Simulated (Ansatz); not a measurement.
# Computed properties of MgO

MgO:
```xyz
2
Lattice="2.6251 0.0000 0.0000 0.0000 2.6251 0.0000 0.0000 0.0000 2.6251" Properties=species:S:1:pos:R:3 pbc="T T T"
Mg     0.0000     0.0000     0.0000
O      1.3126     1.3126     1.3126
```

Space group Pm-3m (No. 221), CsCl type; conventional cell a = b = c = 2.625 Å, α = β = γ = 90.00°.

Method: the program Ansatz at the r²SCAN level (PAW). Geometry: relaxed at this level of theory. Other levels are named where they apply.

### Cell and energy

- Volume per atom: 9.05 Å³
- Density: 3.70 g/cm³
- Formation energy from the elements (no fitted shifts): -2.13 eV/atom

### Electronic structure

- Band gap: 3.49 eV (indirect)
- Valence-band maximum: at M
- Conduction-band minimum: at Γ
- Smallest direct gap on the standard path: 4.54 eV
- Electron effective mass: 0.31 mₑ (isotropic)
- Hole effective mass: 0.47, 3.5, 3.5 mₑ (principal values)
- HSE06 gap on the r²SCAN cell: 4.17 eV

### Mechanics

Bulk modulus (Birch–Murnaghan fit): 158 GPa
Pressure derivative B′: 4.1
Elastic constants (relaxed ions, GPa): C11 = 622, C12 = -74.0, C44 = -61.2
Mechanical stability: unstable (C has a negative eigenvalue)

### Charges

- Bader charges = Mg +1.73, O -1.73 e

This is a known high-pressure phase of the composition, computed here at zero pressure and temperature. The cell was relaxed with r²SCAN under the symmetry of its start. The references are the lowest solids computed at this level, not always the standard phases (solids in place of the gases).

Potentials: the earlier of the program's two PAW sets. The files were generated under PBE; for other functionals the program regenerates the frozen cores, and for LDA and PBEsol the local potential too.
